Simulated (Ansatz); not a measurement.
A: RbCl (rock salt), a = 6.698 Å, b = 6.698 Å, c = 6.698 Å, α = 90.00°, β = 90.00°, γ = 90.00°
B: Ce (fcc, Cu type), a = b = c = 4.7322 Å, α = β = γ = 90.00°
C: TaC (rock salt), a = b = c = 4.4759 Å, α = β = γ = 90.00°

Scan: energy against volume (even scaling of the relaxed cell, symmetry kept). One method and one kind of scan serve all of them; meshes and ranges differ. All were relaxed with their symmetry unable to fall. Ce is run without spin polarisation. Spin-orbit coupling is left out. TaC is run without spin polarisation. The relaxed volume of Ce is well below the measured one. The f-shell state is unchecked: a lower one may exist. (This holds for the magnetic or f-shell members.)

Question: Rank these by bulk modulus (fitted) (highest first), as PBE (plane waves to 420 eV, PAW, scalar-relativistic; Ansatz, an electronic-structure program) gives it.

Answer: C (324 GPa), B (38.1 GPa), A (14.2 GPa)

(A scan under strain: stresses follow from slopes of the energy per volume, elastic moduli from its curvatures.)
